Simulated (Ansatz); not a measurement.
Ge (simple cubic, Pm-3m) at seven volumes, the program Ansatz at the r²SCAN level (PAW), scaled uniformly. One row is withheld.

```
V (Å³/atom)  P (GPa)
-----------  -------
17.451          9.05
18.026          5.49
18.602             ?
19.177          0.00
19.752         -2.14
20.328         -3.94
20.903         -5.42
```

Problem. Fit the shown pressures and predict the withheld one.

Solution. P = (3/2)B₀(x^(7/2) − x^(5/2))[1 + (3/4)(B′ − 4)(x − 1)] with x = (V₀/V)^(2/3). Least squares on the six rows gives V₀ = 19.173 Å³/atom, B₀ = 77.0 GPa, B′ = 4.71. At V = 18.602, x = 1.0204 and P = 2.50 GPa. The run itself gave 2.51 GPa.

A made-up cell: these elements were put on the sites of a structure type; neither database checked (COD, Materials Project) lists it. It is not the phase usual at ambient conditions (space group No. 227). Symmetry was held in the r²SCAN relaxation; whether a distortion lowers the energy is not shown.

Potentials: the later of the program's two PAW sets.
